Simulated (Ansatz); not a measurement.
Hf:
```
CELL_PARAMETERS angstrom
      3.16058     0.00000     0.00000
     -1.58029     2.73715     0.00000
      0.00000     0.00000     4.99567
ATOMIC_POSITIONS crystal
  Hf 0.33333 0.66667 0.75000
  Hf 0.66667 0.33333 0.25000
```

Relaxed with PBEsol. Special points in fractions of this cell's reciprocal vectors: Γ (0.000, 0.000, 0.000); M (0.500, 0.000, 0.000); K (0.333, 0.333, 0.000); A (0.000, 0.000, 0.500); L (0.500, 0.000, 0.500); H (0.333, 0.333, 0.500).

Question: List the band energies nearest the Fermi level at these points for PBEsol (plane waves, PAW; program Ansatz).

Answer: In eV from the Fermi level; about four levels below and three above (degenerate sets whole), none deeper than 8.9 eV; points with the same levels are listed once.

```tsv
k	below	above
Γ	-7.50 -3.83	0.79 1.16 1.16
M	-3.42 -2.89 -2.35 -0.74	0.74 0.91 1.72
K	-2.28 -1.82 -1.82 -1.47	0.36 0.36 2.10
A	-5.46 -5.46	0.14 0.14 1.03 1.03 1.03 1.03
L	-3.54 -3.54 -1.06 -1.06	1.31 1.31 2.70 2.70
H	-1.52 -1.52 -0.16 -0.16	2.56 2.56 5.23 5.23
```

Space group P6_3/mmc (hcp (Mg type)). The cell was relaxed with PBEsol under the symmetry of its start. No spin polarisation was allowed. Scalar-relativistic: spin–orbit coupling is off unless named, which matters more the heavier the elements.

Potentials: the later of the program's two PAW sets.
